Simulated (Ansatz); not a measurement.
# Ga2Cu, first-principles data

Ga₂Cu:
```
Ga2Cu
1.0
    2.79452     0.00000     0.00000
    0.00000     2.79452     0.00000
    0.00000     0.00000     5.76866
Ga Cu
2 1
Direct
  0.50000   0.50000   0.28403
  0.50000   0.50000   0.71597
  0.00000   0.00000   0.00000
```

Space group P4/mmm (No. 123); conventional cell a = b = 2.7945 Å, c = 5.7687 Å, α = β = γ = 90.00°.

Method: plane-wave PAW PBEsol (Ansatz code). Geometry: relaxed at this level of theory. Other levels are named where they apply.

Cell and energy:

| Property | Value |
|---|---|
| Volume per atom | 15.02 Å³ |
| Density | 7.48 g/cm³ |
| Formation energy from the elements (no fitted shifts) | -0.10 eV/atom |

Electronic structure:

| Property | Result |
|---|---|
| Electronic character | metallic (no gap) |
| Density of states at the Fermi level | 0.25 states/eV per atom (mean over ±0.08 eV) |
| Gap with spin–orbit coupling | none (metallic) |

Mechanics:

| Property | Result |
|---|---|
| Bulk modulus (Birch–Murnaghan fit) | 93.9 GPa |
| Pressure derivative B′ | 5.1 |
| Elastic constants (relaxed ions, GPa) | C11 = 130, C12 = 74.9, C13 = 62.5, C33 = 205, C44 = 38.4, C66 = 54.8 |
| Mechanical stability | stable (all eigenvalues of C positive) |
| Hill bulk and shear moduli | 94.9 and 42.2 GPa |
| Young's modulus | 110 GPa |
| Poisson's ratio | 0.31 |
| Debye temperature from the elastic constants | 320 K |

Phonons:

| Property | Value |
|---|---|
| Highest zone-centre frequency | 242 cm⁻¹ |
| Zone-centre stability | no imaginary mode at Γ |

The workflow started from a Materials Project entry (that database holds measured and hypothetical structures alike); the Crystallography Open Database files this formula in space group No. 123, but the cells were not matched. Its standing as an ambient phase is unchecked. Symmetry was held in the PBEsol relaxation. No spin polarisation was allowed. As this level gives no gap, shear constants depend on the k-mesh and smearing (Fermi–Dirac, 0.1 eV here). As this level gives no gap, phonon frequencies hold no LO–TO term and depend on the k-mesh and smearing (Fermi–Dirac, 0.1 eV here). Axis ratios of metals converge slowly with the k-mesh, so a and c are less sure than the volume. On the denser mesh and wider smearing of the elastic run this cell carries a stress of 0.6 GPa. The references are the lowest solids computed at this level, not always the standard phases. Spin–orbit coupling is left out wherever it is not named.

Potentials: the later of the program's two PAW sets.
